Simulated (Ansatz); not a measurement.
## GaW: relaxation (Ansatz)

Run with:

```bash
ansatz run input.yaml --threads 2 --pin off --max-ram 3584MiB --backend cpu --events-out ev --progress --plain --runs-dir out
```

The input file (Ansatz 0.2.0, plane waves):

```yaml
crystal:
  lattice:
    - [1.65256831, 2.86232848, 0.0]
    - [-1.65256831, 2.86232848, 0.0]
    - [0.0, 0.0, 3.22645387]
  atoms:
    - { symbol: W, position: [0.0, 0.0, 0.0] }
    - { symbol: Ga, position: [0.6667, 0.6666, 0.5] }
  symmetry: { tolerance: 0.0003 }
kpoints:
  mp_grid: { grid: [12, 12, 10], shift: [0, 0, 0] }
magnetization:
  spin_polarized: false
scf:
  occupations: { method: fermi_dirac }
  lower_state_search: "off"
hamiltonian:
  pseudopotentials: { kind: paw }
  xc: r2scan
  hubbard:
    projectors: all-electron-ortho-atomic
    sites: [{ species: W, l: d, u_eff: 1.68 }]
basis:
  ecutwfc: 500
  fft_grid_basis: typed
relax:
  max_steps: 60
  cell: { p_target: 0.0 }
output:
  forces: true
  stress: true
  eigenvalues: true
  bader: true
  populations: true
  elf: true
  write_potential: true
  volumetric_format: npy
  dos:
    e_range: [-12, 8]
    de: 0.05
    projected: { site_lists: { Ga: [Ga], W: [W] } }
  write_density: true
checkpoint:
  read: saved_state
```

Origin of the cell: a known structure type with other elements, at an estimated volume, so it need not be a known compound.

The smearing width isn't typed, so it takes its default of 0.1 eV.

The saved state is a converged single point of the same cell.

Steps («new basis» is an SCF on plane waves selected anew at the same cell):

| step | ΔF (meV/atom) | max force component (eV/Å) | P (GPa) | volume (Å³) | SCF iterations | step was |
| --- | --- | --- | --- | --- | --- | --- |
| 1 | 0.0 | 0.000 | 17.42 | 30.52 | 5 | accepted |
| 2 | -128.1 | 0.000 | 3.28 | 32.16 | 6 | accepted |
| 3 | -237.3 | 0.000 | 0.61 | 32.11 | 6 | accepted |
| 4 | -354.0 | 0.000 | 0.76 | 31.61 | 7 | accepted |
| 5 | -473.7 | 0.000 | 1.82 | 31.04 | 8 | accepted |
| 6 | -593.9 | 0.000 | 3.72 | 30.44 | 7 | accepted |
| 7 | -671.0 | 0.000 | 4.32 | 30.17 | 7 | accepted |
| 8 | -700.0 | 0.000 | 3.23 | 30.20 | 7 | accepted |
| 9 | -701.8 | 0.000 | 1.02 | 30.49 | 5 | accepted |
| 10 | -702.0 | 0.000 | 0.00 | 30.63 | 4 | accepted |
| 11 | -715.4 | 0.000 | 1.15 | 30.63 | 8 | new basis |
| 12 | -717.0 | 0.000 | 0.18 | 30.77 | 5 | accepted |
| 13 | -717.0 | 0.000 | 0.00 | 30.80 | 4 | accepted |
| 14 | -717.0 | 0.000 | 0.01 | 30.80 | 6 | new basis |

Before:

Space group P-6m2 (No. 187); the run's cell has a = 3.305 Å, b = 3.305 Å, c = 3.226 Å, α = 90.00°, β = 90.00°, γ = 60.00°. Shortest distances: Ga–W 2.50 Å, Ga–Ga 3.23 Å, W–W 3.23 Å.

The relaxed structure.

Space group P-6m2 (No. 187); the run's cell has a = 2.847 Å, b = 2.847 Å, c = 4.387 Å, α = 90.00°, β = 90.00°, γ = 60.00°. Shortest distances: Ga–W 2.74 Å, Ga–Ga 2.85 Å, W–W 2.85 Å.

```xyz
2
Lattice="1.4235 2.4655 0.0000 -1.4235 2.4655 0.0000 0.0000 0.0000 4.3873" Properties=species:S:1:pos:R:3 pbc="T T T"
W     0.0000    0.0000    0.0000
Ga    0.0000    3.2874    2.1937
```

```
Free energy lowered by  : 717.0 meV/atom
Volume change           : 0.89 %
Final pressure          : 0.01 GPa
Relaxation steps listed : 14
```

Caveats: no moments, though an odd count or open d shells may carry them; no spin-orbit coupling, though heavy elements are present; the relaxation held the start's symmetry, so the end may be a saddle point.

The run took 4.5 min on 2 threads of Arm Neoverse N1, with other jobs on the host, peak memory 0.55 GiB, from a saved density.
